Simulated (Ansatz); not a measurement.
Hf:
```yaml
crystal:
  lattice:
    - [3.16043, 0.00000, 0.00000]
    - [-1.58022, 2.73702, 0.00000]
    - [0.00000, 0.00000, 4.99564]
  atoms:
    - { symbol: Hf, position: [0.33333, 0.66667, 0.25000] }
    - { symbol: Hf, position: [0.66667, 0.33333, 0.75000] }
```

Relaxed with PBEsol. Special points in fractions of this cell's reciprocal vectors: Γ (0.000, 0.000, 0.000); M (0.500, 0.000, 0.000); K (0.333, 0.333, 0.000); A (0.000, 0.000, 0.500); L (0.500, 0.000, 0.500); H (0.333, 0.333, 0.500).

Problem. List the band energies nearest the Fermi level at these points for PBEsol (plane waves, PAW; program Ansatz).

Solution. In eV from the Fermi level; about four levels below and three above (degenerate sets whole), none deeper than 8.9 eV; points with the same levels are listed once.

```
k                    below                          above
-  -----------------------  -----------------------------
Γ              -7.51 -3.83                 0.79 1.16 1.16
M  -3.43 -2.89 -2.35 -0.74                 0.74 0.91 1.72
K  -2.28 -1.83 -1.83 -1.47                 0.36 0.36 2.10
A              -5.47 -5.47  0.14 0.14 1.04 1.04 1.04 1.04
L  -3.54 -3.54 -1.06 -1.06            1.31 1.31 2.70 2.70
H  -1.52 -1.52 -0.16 -0.16            2.56 2.56 5.23 5.23
```

Space group P6_3/mmc (hcp (Mg type)). Symmetry was held in the PBEsol relaxation. No spin polarisation was allowed. Spin–orbit coupling is left out wherever it is not named.

Potentials: the earlier of the program's two PAW sets. The files were generated under PBE; for other functionals the program regenerates the frozen cores, and for LDA and PBEsol the local potential too.
